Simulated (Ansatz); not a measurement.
## Sb: levels along high-symmetry lines

```xyz
2
Lattice="3.3690 0.0000 0.0000 -1.6845 2.9176 0.0000 0.0000 0.0000 5.3300" Properties=species:S:1:pos:R:3 pbc="T T T"
Sb    0.0000    1.9451    1.3325
Sb    1.6845    0.9725    3.9975
```

Atom numbers follow the list: Sb1, Sb2.

The cell is COD entry 1539203, as deposited and not checked against the literature; nothing was relaxed.

No spin–orbit coupling, which matters for the heavy atoms here.

Theory: Ansatz 0.2.0, DFT, LDA, all-electron LAPW, scalar-relativistic.

Sampling and basis: a Γ-centred 12×12×7 k mesh, Fermi–Dirac smearing of 0.03 eV, basis error target 0.5 meV/atom, no spin polarisation.

Points in fractions of the reciprocal vectors of this cell: Γ (0, 0, 0), M (0.5, 0, 0), K (0.333, 0.333, 0), A (0, 0, 0.5), L (0.5, 0, 0.5), H (0.333, 0.333, 0.5). The path joins them by straight lines in the order Γ–M–K–Γ–A–L–H–A–L; legs that retrace an earlier one aren't tabulated. Energies are in eV from the Fermi level.

Question: List the levels at L between -14 and 3.5 eV.

Answer: -8.72 (×2), -5.47 (×2), 1.42 (×2), 1.96 (×2).

Question: List the levels at K between -14 and 3.5 eV.

Answer: -8.44 (×2), -4.64, -2.09 (×2), -0.89, -0.88 (×2).

Question: List the levels at Γ between -14 and 3.5 eV.

Answer: -13.21, -9.03, -5.93, 3.24 (×2).

Question: What is the band gap?

Answer: none: bands cross the Fermi level, a metal.
